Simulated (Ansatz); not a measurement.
SbOsSe in space group P2_1/c (No. 14; Sb on 4e, Os on 4e, Se on 4e), DFT-r²SCAN in the program Ansatz with PAW potentials. The conduction-band minimum lies at Γ, with 1 equivalent valley. Second derivatives d²E/dk² of the lowest band at one valley (eV·Å²), along Cartesian directions:

```tsv
direction	d²E/dk²
[100]	5.975
[010]	1.829
[001]	8.344
[110]	3.902
[101]	9.884
[011]	5.083
```

Q: Find the principal effective masses, the density-of-states mass and the conductivity mass.

A: Off-diagonal terms follow from H_xy = H[110] − (H_xx + H_yy)/2, and m*/mₑ = 7.620 eV·Å² over each eigenvalue: 0.75, 1.8, 4.2. One valley's DOS mass (m₁m₂m₃)^(1/3) = 1.8, conductivity mass 3/(Σ 1/mᵢ) = 1.4 mₑ.

Q: What effective density of states Nc follows at 300 K for parabolic valleys?

A: Nc = 2.509e19 × 1 × (1.8)^(3/2) ≈ 6.1e19 cm⁻³.

The first step of the workflow began from a Materials Project structure, measured or hypothetical; the Crystallography Open Database copy checked does not list it. Whether it is the stable phase at ambient conditions was not checked. The r²SCAN relaxation kept the symmetry of its start; its stability against distortions is not shown here. The run is not spin-polarised. Scalar-relativistic: spin–orbit coupling is off unless named, which matters more the heavier the elements.

Potentials: the later of the program's two PAW sets.

Edges and masses are those of Kohn–Sham bands, whose gap is no quasiparticle gap.
